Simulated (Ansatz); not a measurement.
Cell and atoms are relaxed with the symmetry kept. Start:

```cif
data_structure
_symmetry_space_group_name_H-M 'I4/mmm'
_symmetry_Int_Tables_number 139
_cell_length_a 4.7025
_cell_length_b 4.7025
_cell_length_c 10.5662
_cell_angle_alpha 90.000
_cell_angle_beta 90.000
_cell_angle_gamma 90.000
_cell_volume 233.66
loop_
_atom_site_label
_atom_site_type_symbol
_atom_site_symmetry_multiplicity
_atom_site_Wyckoff_symbol
_atom_site_fract_x
_atom_site_fract_y
_atom_site_fract_z
_atom_site_occupancy
Sn1 Sn 2 b 0.50000 0.50000 0.00000 1
Sn2 Sn 4 d 0.50000 0.00000 0.25000 1
Bi1 Bi 2 a 0.00000 0.00000 0.00000 1
```

Level of theory: DFT r2SCAN, scalar-relativistic, plane waves, PAW in Ansatz.

Settings: cutoff 500 eV, Γ-centred mesh 12×12×12 on the computed 4-atom cell, Gaussian smearing of 0.10 eV; no spin polarisation.

What does it relax to?

The volume falls by 0.55 Å³/atom to 28.66 Å³/atom, and the energy falls by 3.9 meV/atom. Final structure:
```cif
data_structure
_symmetry_space_group_name_H-M 'I4/mmm'
_symmetry_Int_Tables_number 139
_cell_length_a 4.6031
_cell_length_b 4.6031
_cell_length_c 10.8217
_cell_angle_alpha 90.000
_cell_angle_beta 90.000
_cell_angle_gamma 90.000
_cell_volume 229.29
loop_
_atom_site_label
_atom_site_type_symbol
_atom_site_symmetry_multiplicity
_atom_site_Wyckoff_symbol
_atom_site_fract_x
_atom_site_fract_y
_atom_site_fract_z
_atom_site_occupancy
Sn1 Sn 2 b 0.50000 0.50000 0.00000 1
Sn2 Sn 4 d 0.50000 0.00000 0.25000 1
Bi1 Bi 2 a 0.00000 0.00000 0.00000 1
```

Spin–orbit coupling is left out, which can shift energies with elements as heavy as these.